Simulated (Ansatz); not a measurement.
From the elastic tensor of CoRu$_{3}$ to moduli and sound speeds

Level of theory: DFT PBE, scalar-relativistic, plane waves, PAW in Ansatz. Plane waves to 420 eV; Γ-centred k mesh 18×18×6; Gaussian smearing of 0.20 eV. Collinear spin, site moments 1.3, 0.0, 0.0, -0.1 μB.

Space group P-6m2 (No. 187), hexagonal, a = 2.693 Å, c = 8.372 Å. Co is surrounded by 6 Ru at 2.57 Å and 6 Co at 2.69 Å; around Ru on a site of symmetry 3m lie 3 Co at 2.57 Å and 9 Ru at 2.64–2.69 Å; around Ru on a site of symmetry -6m2 lie 12 Ru at 2.64–2.69 Å.

The structure comes from a generated guess, relaxed at this level; another structure or a mixture of phases may lie lower. In a metal, frequencies and elastic constants depend on the k mesh and the smearing, soft modes and shear constants most.

Relaxed-ion constants (GPa, on the Cartesian axes of the calculation):
```
504.5 169.9 146.0   0.0   0.0   0.0
169.9 504.5 146.0   0.0   0.0   0.0
146.0 146.0 523.5   0.0   0.0   0.0
  0.0   0.0   0.0 138.0   0.0   0.0
  0.0   0.0   0.0   0.0 138.0   0.0
  0.0   0.0   0.0   0.0   0.0 167.3
```

Density 11.437 g/cm³; 4 atoms in 52.58 Å³.

With S = C⁻¹: B_V = (C11+C22+C33+2(C12+C13+C23))/9, G_V = (C11+C22+C33−C12−C13−C23+3(C44+C55+C66))/15, 1/B_R = S11+S22+S33+2(S12+S13+S23), 15/G_R = 4(S11+S22+S33−S12−S13−S23)+3(S44+S55+S66); Hill is their mean. Then v_l = √((B+4G/3)/ρ), v_t = √(G/ρ), v_m = [(2/v_t³+1/v_l³)/3]^(−1/3) and Θ = (ħ/k_B)·v_m·(6π²n/V)^(1/3) for n atoms in the volume V; E = 9BG/(3B+G), ν = (3B−2G)/(2(3B+G)) and A^U = 5G_V/G_R + B_V/B_R − 6.

| Property | Result |
| --- | --- |
| Bulk modulus, Voigt / Reuss / Hill | 272.9 / 272.9 / 272.9 GPa |
| Shear modulus, Voigt / Reuss / Hill | 160.0 / 157.6 / 158.8 GPa |
| Young's modulus | 399 GPa |
| Poisson ratio | 0.256 |
| Pugh ratio B/G | 1.72 (under 1.75, the rule of thumb for brittle) |
| Universal anisotropy index | 0.08 |
| Longitudinal and transverse sound speeds | 6510 and 3727 m/s |
| Debye temperature from the mean sound speed | 522 K |
